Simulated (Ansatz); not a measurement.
input.yaml (Ansatz 0.2.0):

```yaml
crystal:
  lattice:
    - [2.7010342309, 0.0, 0.0]
    - [-1.3505171154, 2.3391642605, 0.0]
    - [0.0, 0.0, 4.2700915416]
  atoms:
    - { symbol: Ru, position: [0.3333333333, 0.6666666667, 0.75] }
    - { symbol: Ru, position: [0.6666666667, 0.3333333333, 0.25] }
basis:
  ecutwfc: 500
  ecutrho_ratio: 4
kpoints:
  mp_grid: { grid: [18, 18, 10] }
hamiltonian:
  xc: r2scan
scf:
  occupations: { method: gaussian, width: 0.05 }
output:
  forces: true
  stress: true
  eigenvalues: true
relax:
  f_tol: 0.01
  max_steps: 40
  cell: { stress_tol: 0.1, fix: [volume] }
```

Task: Predict the main results.

Result: Energy lowered by 0.0 meV/atom, pressure 0.0 GPa, gap on the mesh zero (metallic) (r²SCAN, scalar-relativistic).

Output, machine lines left out:

```
Pseudopotentials: kind: paw
Pseudopotential: Ru, paw, valence charge 16, recommended cutoff 500 eV (meta_gga), Ru.paw.azcp
Crystal: 2 atoms, lattice volume = 26.979 Å³
Basis set: ecut = 500 eV, 687 PW (Γ), exchange–correlation on 80×80×128 points (64 copies of the dense FFT grid, shifted against one another)
Bands: 20, of which v1, the nominal top of the filled ones, is band 16 counted from 1 (15 counted from 0)
Symmetry: 24 space group operations
Space group: P63/mmc (ITA 194), of the structure as read, at distance tolerance 3.0e-5 Å
k-points: 222 of 3240
Initial density: superposition of atomic densities (neutral atoms: chi_scale 0, normalization atom), corrected by the library's trained network
Initial wavefunctions: pseudopotential atomic-orbital guess
Functional: x = r2scan, c = r2scan; τ floored in thin density (d = 2e-4 eV/Å³)
```

SCF trace (energy estimate counted from the last row; the run made several SCF loops, for ionic steps, more bands or searches for a lower state, numbered loop.iteration):
```tsv
iteration	ΔE (eV)	density residual (eV)
1.1	0.025	9.75e-3
1.2	3.3e-03	2.50e-3
1.3	1.8e-04	2.50e-4
1.4	6.9e-05	1.01e-5
1.5	3.6e-05	4.14e-7
1.6	3.4e-05	1.18e-8
2.1	1.0e-04	3.45e-6
2.2	8.0e-06	7.58e-7
2.3	8.0e-06	1.33e-7
3.1	1.0e-05	3.77e-7
3.2	1.0e-06	3.24e-8
4.1	-1.0e-06	2.92e-8
4.2	0.000	1.10e-9
4.3	0.000	3.55e-11
```

```
SCF converged after 3 iterations
Free energy (F): -11781.410475 eV
E sigma→0 (E₀):  -11781.409221 eV
Entropy (-TS):   -0.002508 eV (-1.254 meV/atom)
Fermi energy:    23.564154 eV
--- Per-component energies (eV) ---
  E_band       = -132.735998
  E_kinetic    = 1028.727408
  E_local      = -2500.156730  (includes V_loc(G=0)·N_el)
  E_nonlocal   = 685.637390
  E_hartree    = 803.155326
  E_xc         = -368.679405
  E_vxc        = -534.138197  (∫ρ·V_xc dr)
  E_paw        = -6957.741401  (= ΣΔE_a)
  E_vpaw       = -456.704735  (= ΣTr[D̂ρ^β])
  E_aug_tail   = 0.000200  (compensation charges beyond the density's cutoff)
  E_vtau       = 37.587888  (kinetic-family band-sum trace: ∫τ·v_τ [+ j·A + Jᵃ·Aᵃ] dr)
  E_ewald      = -4471.728844
  E_core_change = -0.621911  (= ΣΔE_core)
  E_smearing   = -0.002508  (= −TS)
--- Forces (eV/Å), atoms counted from 1 ---
  atom   1  Ru     0.00000000     0.00000000     0.00000000
  atom   2  Ru     0.00000000     0.00000000     0.00000000
--- Stress (GPa, compression-positive) ---
       -0.031116       0.000000       0.000000
        0.000000      -0.031116       0.000000
        0.000000       0.000000      -0.034161
  P = ⅓ Tr σ = -0.0321 GPa (-0.321 kbar)
--- Relaxed structure (3 steps of the walk, 3 accepted, 1 SCFs on fresh bases) ---
  F+E_penalty+E_count = -11781.41047547 eV   max|allowed force component| = 2.313e-17 eV/Å   (the final SCF, on the basis selected at the relaxed cell)
  cell:  # Å, volume = 26.9791 Å³
    - [2.70210, 0.00000, 0.00000]
    - [-1.35105, 2.34009, 0.00000]
    - [0.00000, 0.00000, 4.26671]
  atoms:
    - { symbol: Ru, position: [0.33333, 0.66667, 0.75000] }
    - { symbol: Ru, position: [0.66667, 0.33333, 0.25] }
```
